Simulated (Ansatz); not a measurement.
An elastic tensor (GPa, Voigt order, standard axes) from DFT-LDA in the program Ansatz with PAW potentials:

|  | 1 | 2 | 3 | 4 | 5 | 6 |
|---|---|---|---|---|---|---|
| 1 | 243 | 164 | 176 | 0.0 | 0.0 | 0.0 |
| 2 | 164 | 243 | 176 | 0.0 | 0.0 | 0.0 |
| 3 | 176 | 176 | 207 | 0.0 | 0.0 | 0.0 |
| 4 | 0.0 | 0.0 | 0.0 | 73.3 | 0.0 | 0.0 |
| 5 | 0.0 | 0.0 | 0.0 | 0.0 | 73.3 | 0.0 |
| 6 | 0.0 | 0.0 | 0.0 | 0.0 | 0.0 | 40.4 |

**Question.** Pick the material that matches.
(A) SnO, P4/nmm (Sn on 2c, O on 2b)
(B) Ge, β-Sn type
(C) TiAl, L1₀ or tetragonal B2
(D) CuAu, L1₀ or tetragonal B2

**Answer.** D, CuAu, L1₀ or tetragonal B2

Space group P4/mmm (L1₀ or tetragonal B2). The LDA relaxation kept the symmetry of its start; of distortions, only those at the zone centre were tested. The run is not spin-polarised. As this level gives no gap, shear constants depend on the k-mesh and smearing (Fermi–Dirac, 0.1 eV here). On the denser mesh and wider smearing of the elastic run this cell carries a stress of 0.4 GPa. Scalar-relativistic: spin–orbit coupling is off unless named, which matters more the heavier the elements.

Potentials: the earlier of the program's two PAW sets.
